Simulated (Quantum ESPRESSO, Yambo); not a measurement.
Si (space group P6_3/mmc, No. 194) under isotropic strain (on all lattice vectors), counted from the cell relaxed with PBEsol, atoms relaxed at each step. PBEsol (pw.x of Quantum ESPRESSO, ONCV potentials, no spin-orbit coupling); G0W0 in Yambo (6×6×2 Γ-centred k mesh, 176 bands and a 10 Ry block in the screening, 176 bands in G with the Bruneval-Gonze terminator, plasmon pole fitted at 27.2 eV).

```csv
strain s (%),PBEsol direct gap at Γ (eV),G0W0 direct gap at Γ (eV)
-3,1.177,1.890
-1.5,1.063,1.767
-0.7,1.002,1.698
0,?,?
+1,0.869,1.550
+2,0.793,1.461
```

Question: Fit a parabola in s to each column by least squares and predict the withheld row.

Answer: PBEsol: E = 0.948 − 0.0772 s − 0.0002 s² (largest residual 1 meV), giving 0.948 eV at s = +0; the run gave 0.947 eV, a miss of 1 meV. G0W0: E = 1.638 − 0.0868 s − 0.0009 s² (largest residual 1 meV), giving 1.638 eV at s = +0; the run gave 1.639 eV, a miss of 1 meV. The GW settings are held fixed; their convergence isn't established. The screening block changes size along the series (287 vectors at -3 %, 299 vectors at -1.5 %, 299 vectors at -0.7 %, 313 vectors at +0 %, 325 vectors at +1 %, 325 vectors at +2 %), which puts steps into the G0W0 values. 

This is not the ordinary phase of the substance; no match was found in the copy of COD used, and its stability was not checked.
